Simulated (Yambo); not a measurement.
A G0W0@PBEsol run in Yambo for RbBr (CsCl type, space group Pm-3m, No. 221) (4×4×4 Γ-centred k mesh, 250 bands and a 8 Ry block in the screening, 250 bands in G with the Bruneval-Gonze terminator, plasmon pole fitted at 27.2 eV) gives these matrix elements, in eV, at the band edges (M → Γ):

| state | E0 | <Vxc> | <Σx> | <Σc(E0)> | Z |
|---|---|---|---|---|---|
| valence edge | 0.000 | -12.765 | -16.506 | 1.699 | 0.817 |
| conduction edge | 4.006 | -7.810 | -3.742 | -3.232 | 0.864 |

### Question
Solve the linearised quasiparticle equation for both states, give the gap, and say how exchange and correlation each act on it.

### Answer
E = E0 + Z(Σx + Σc − Vxc). Valence: 0.000 + 0.817 × (-16.506 + (1.699) − (-12.765)) = -1.67 eV. Conduction: 4.006 + 0.864 × (-3.742 + (-3.232) − (-7.810)) = 4.73 eV. The gap is 6.40 eV, against 4.01 eV in PBEsol. Replacing Vxc by bare exchange alone would open it by 7.81 eV; correlation takes back 4.93 eV of that, and Z scales what is left. Nearest settings tried, and what they do to the gap: 7 Ry block (171 vectors against 179): -6 meV; 2×2×2 mesh: -105 meV. Not varied: bands in G, bands in W. So the settings aren't converged at that level. 

Spin-orbit coupling is included.

Geometry relaxed with PBEsol; primitive cell a = 4.0717 Å, b = 4.0717 Å, c = 4.0717 Å, α = 90.00°, β = 90.00°, γ = 90.00°.

This is not the ordinary phase of the substance; no match was found in the copy of COD used, and its stability was not checked.
